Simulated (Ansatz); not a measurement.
## Bi₂Se₃: ²⁰⁹Bi NMR of the central transition

Cell: a computed structure from the Materials Project (it need not be an observed phase), ions relaxed with PBE at fixed cell.

```
Bi Se
1.0
     2.09568    1.20994    9.97623
    -2.09568    1.20994    9.97623
     0.00000   -2.41989    9.97623
Bi Se
2 3
Direct
  0.39818 0.39818 0.39818
  0.60182 0.60182 0.60182
  0.00000 0.00000 0.00000
  0.21632 0.21632 0.21632
  0.78368 0.78368 0.78368
```

Atoms are numbered from 1 in the order listed; like atoms form one site, named after its first atom.

The numbers come from a DFT calculation in Ansatz (LDA, plane waves and PAW, scalar-relativistic, 420 eV cutoff, Γ-centred 8×8×8 k-points, Fermi–Dirac smearing 0.02 eV).

²⁰⁹Bi has I = 9/2 and Q = -516.0 mb (Pyykkö 2018); at 9.4 T its Larmor frequency is ν₀ = 65.4 MHz (from the bare nuclear moment; shielding lowers the observed one by a per cent or two). Only the quadrupole interaction is simulated: positions count from each site's isotropic chemical shift, and J coupling is left out, as are shift anisotropy and dipolar coupling, which fast spinning averages.

Simulated pattern of one Bi site (fast magic-angle spinning, Gaussian broadening 0.04 kHz):

```tsv
offset (kHz)	height
-0.9121	0
-0.8761	4
-0.8401	6
-0.8041	6
-0.7681	6
-0.7322	7
-0.6962	7
-0.6602	7
-0.6242	7
-0.5882	14
-0.5522	71
-0.5162	76
-0.4802	54
-0.4442	47
-0.4083	44
-0.3723	43
-0.3363	43
-0.3003	45
-0.2643	48
-0.2283	53
-0.1923	65
-0.1563	100
-0.1204	79
-0.0844	5
```

(1) Which |C_Q| and η does the pattern imply?

Results:

(1) The pattern spans 0.756 kHz before broadening and its centre of gravity is at -0.353 kHz, which fixes P_Q; the places of the horns and steps fix η. That gives P_Q = 4.08 MHz, |C_Q| = 4.08 MHz and η = 0.00. The sign of C_Q can't be read from the pattern.

An axis of threefold or higher order runs through Bi, so V_zz lies along it and η is zero.

Spin–orbit coupling is left out, which shifts gradients on Bi by a few per cent in wide-gap crystals, and can shift them far more where the calculated gap is small or absent, as here. Newer work puts Q(²⁰⁹Bi) near −420 mb, which would lower these couplings by about a fifth. With a gap of 0.3 eV on this mesh, small gradients can still move by 0.1 × 10²¹ V/m² or more as the k-mesh gets denser.

Hardware: 4 threads of Intel Xeon 6975P-C (Granite Rapids) (x86_64; 44 cores open to the job, memory cap 10.0 GiB, no GPU), a shared host with a load of 0.4 a core. Wall time 4.7 s, CPU time 16 s, peak memory 0.79 GiB.
